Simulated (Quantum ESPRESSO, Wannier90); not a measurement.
# Wannier functions of Mg3ZnO4 (Cmmm)

```xyz
8
Lattice="3.0230 -4.2767 0.0000 3.0230 4.2767 0.0000 0.0000 0.0000 3.0281" Properties=species:S:1:pos:R:3 pbc="T T T"
Mg     3.0230     0.0000     0.0000
Mg     1.5115     2.1384     1.5140
Mg     1.5115    -2.1384     1.5140
Zn     0.0000     0.0000     0.0000
O      0.0000    -2.1656     0.0000
O      0.0000     2.1656     0.0000
O     -1.5474     0.0000     1.5140
O      1.5474     0.0000     1.5140
```

Structure: Materials Project mp-753315, symmetrised, not relaxed again. Not found in the COD (Crystallography Open Database) copy used; not checked further. Level: LDA, no spin polarisation, no spin-orbit coupling; pw.x of Quantum ESPRESSO at 68 Ry with PseudoDojo potentials, 4×4×8 k-points, Wannier90. Density: 6×6×10 mesh, cold smearing 0.01 Ry.

A tight-binding model is made by disentanglement and projection with no localisation steps (num_iter = 0), so the 37 orbitals stay atom-like: hydrogen-like Mg: s;p; Zn: s;p;d; O: s;p, axes along x, y, z; frozen window up to 4.62 eV relative to the valence-band maximum. It follows pw.x to 1.3 meV rms for states up to 4.1 eV relative to the valence-band maximum. Matrix elements depend on this choice of orbitals and windows.

Q: What are the on-site energies relative to the valence-band maximum, and how fast do the hoppings decay?

A: 
| atom | orbitals | energy (eV) |
|---|---|---|
| Mg1 | s | 9.88 |
| Mg1 | pz py | 13.83 |
| Mg1 | px | 13.57 |
| Mg2 | s | 9.49 |
| Mg2 | pz px | 13.54 |
| Mg2 | py | 13.47 |
| Mg3 | s | 9.49 |
| Mg3 | pz px | 13.54 |
| Mg3 | py | 13.47 |
| Zn4 | s | 5.22 |
| Zn4 | pz | 11.48 |
| Zn4 | px | 11.74 |
| Zn4 | py | 11.68 |
| Zn4 | dz2 | -4.36 |
| Zn4 | dxz | -4.54 |
| Zn4 | dyz dxy | -4.25 |
| Zn4 | dx2-y2 | -4.48 |
| O5 | s | -14.82 |
| O5 | pz px | -1.03 |
| O5 | py | -0.96 |
| O6 | s | -14.82 |
| O6 | pz px | -1.03 |
| O6 | py | -0.96 |
| O7 | s | -14.76 |
| O7 | pz px | -0.98 |
| O7 | py | -1.05 |
| O8 | s | -14.76 |
| O8 | pz px | -0.98 |
| O8 | py | -1.05 |

```tsv
distance of the centres (Å)	largest modulus (eV)
2–3	2.4
3–4	1.6
4–5	0.45
5–6	0.060
6–7	0.19
7–8	0.020
8–9	0.022
```
